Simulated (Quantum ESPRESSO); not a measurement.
RbO is taken in the orthorhombic space group Immm (No. 71), Pearson symbol oI8. Lattice parameters: a = 4.157 Å, b = 5.929 Å, c = 7.010 Å, α = β = γ = 90.00°. O on 4g sees 1 O at 1.494 Å and 6 Rb at 2.788–2.859 Å. Rb on 4i has 6 O at 2.788–2.859 Å. (Neighbours: up to the widest gap in distance over summed covalent radii, below 1.35, at either atom; cation-cation contacts left out.)
(The calculation used a cell of 4 atoms; values per cell refer to that cell.)

Cell and atoms were relaxed with PBEsol from Materials Project entry mp-7895, within its symmetry.

Task: What does PBEsol (pw.x of Quantum ESPRESSO, ONCV potentials, scalar-relativistic) give for the electronic structure near the Fermi level?

Result: The PBEsol gap is indirect, 1.81 eV, from Γ to 33 % of the way from Γ to Y; the smallest direct gap is 1.91 eV. 

Letters of k points follow the standard setting of the lattice, whose axes may be ordered differently from the printed cell.
